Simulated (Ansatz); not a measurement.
What DFT gives for MnSnPd

```
Sn Pd Mn
1.0
     3.46418    6.00013    0.00000
    -3.46418    6.00013    0.00000
     0.00000    0.00000    3.73290
Sn Pd Mn
3 3 3
Direct
  0.33330 0.33340 0.00000
  0.66670 0.66660 0.00000
  0.00000 0.00000 0.50000
  0.25890 0.74110 0.00000
  0.74110 0.00000 0.00000
  0.00000 0.25890 0.00000
  0.59140 0.40860 0.50000
  0.40860 0.00000 0.50000
  0.00000 0.59140 0.50000
```

Single point in Ansatz 0.2.0 with LDA, spin-orbit coupling. Cutoff 420 eV, PAW datasets, 3×3×5 Γ-centred k mesh, gaussian filling (width 0.0223 eV).

The state carries no moments; the state need not be the lowest.

Task: Is there a gap?

Result: It is a metal, with about 22 states/eV a cell as the mean within 0.25 eV of the Fermi level, mostly Mn d (88 %).

Task: What does the stress say?

Result: The pressure is -12.7 GPa (compression positive), so with the atoms held at these fractions the cell would first shrink. The principal stresses -13.4, -13.4, -11.4 GPa differ, so its shape would change too.

Task: Which atom feels the largest force, and which way?

Result: The largest is on Pd4 (and as large on other atoms): 0.30 eV/Å, components (0.30, 0.00, 0.00). It makes 134° with the line to a nearest neighbour, Sn3 at 2.59 Å.

Task: Which element gives electrons and which takes them?

Result: Bader charges in e: Mn +0.36, Sn +0.13 to +0.49, Pd -0.61. In the mean Mn gives up most and Pd takes most.

Origin: a known structure type with other elements, at an estimated volume, so it need not be a known compound. Caveats: started without moments under time reversal, so no moment could form; the k mesh is coarse if the cell is a metal.
